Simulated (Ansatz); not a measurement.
Zr2C:
```xyz
6
Lattice="3.6019 0.0000 0.0000 0.0000 3.6019 0.0000 0.0000 0.0000 6.9041" Properties=species:S:1:pos:R:3 pbc="T T T"
Zr     0.0000     0.0000     0.0000
Zr     1.8010     1.8010     0.0000
Zr     1.8010     0.0000     2.5533
Zr     0.0000     1.8010     4.3508
C      1.8010     0.0000     5.0347
C      0.0000     1.8010     1.8694
```

This is the PBEsol-relaxed structure.

### Question
All from plane-wave PAW PBEsol (Ansatz code), unless another level is named. Estimate the electronic character.

### Answer
metallic (no gap).

### Question
And the density of states at the Fermi level?

### Answer
0.36 states/eV per atom (mean over ±0.08 eV).

### Question
Next, the formation energy from the elements (no fitted shifts)?

### Answer
-0.007 eV/atom.

### Question
Predict the gap with spin–orbit coupling.

### Answer
none (metallic).

Space group P4/nmm. The cell is a constructed one: a structure type filled with these elements; neither database checked (COD, Materials Project) lists it. Its standing as an ambient phase is unchecked. The PBEsol relaxation kept the symmetry of its start; its stability against distortions is not shown here. No spin polarisation was allowed. The references are the lowest solids computed at this level, not always the standard phases. Scalar-relativistic: spin–orbit coupling is off unless named, which matters more the heavier the elements.

Potentials: the earlier of the program's two PAW sets. The files were generated under PBE; for other functionals the program regenerates the frozen cores, and for LDA and PBEsol the local potential too.
